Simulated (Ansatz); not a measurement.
NaCl: the functional and the phonons

NaCl in the rock-salt structure, relaxed with PBE.

```
CELL_PARAMETERS angstrom
0.00000 2.84854 2.84854
2.84854 0.00000 2.84854
2.84854 2.84854 0.00000
ATOMIC_POSITIONS crystal
Na 0.00000 0.00000 0.00000
Cl 0.50000 0.50000 0.50000
```

Settings of the Ansatz calculation: PBE; Ansatz hand-made PAW at 700 eV; k mesh 6×6×6; fixed occupations; no spin. Harmonic phonons by linear response, frequencies in cm⁻¹, imaginary ones marked i; at Γ the three translations are left out and no LO–TO term is added.

Caveats: coarse k mesh.

At 23.11 Å³ an atom it gives top Γ mode (cm⁻¹) 151; lowest mode at X = [0.5, 0, 0.5] (cm⁻¹) 83; top mode at X = [0.5, 0, 0.5] (cm⁻¹) 172; mean ε∞ 2.48; mean Born charge of Na (e) 1.11.

**Question.** Repeat with PBEsol in its relaxed cell, LDA in its relaxed cell, on the same kind of potentials and mesh. What changes?

**Answer.** 
```tsv
functional	cutoff (eV)	volume (Å³/atom)	top Γ mode (cm⁻¹)	lowest mode at X = [0.5, 0, 0.5] (cm⁻¹)	top mode at X = [0.5, 0, 0.5] (cm⁻¹)	mean ε∞	mean Born charge of Na (e)
PBEsol in its relaxed cell	700	21.98	166	81	185	2.57	1.09
LDA in its relaxed cell	700	20.39	188	82	210	2.67	1.07
```
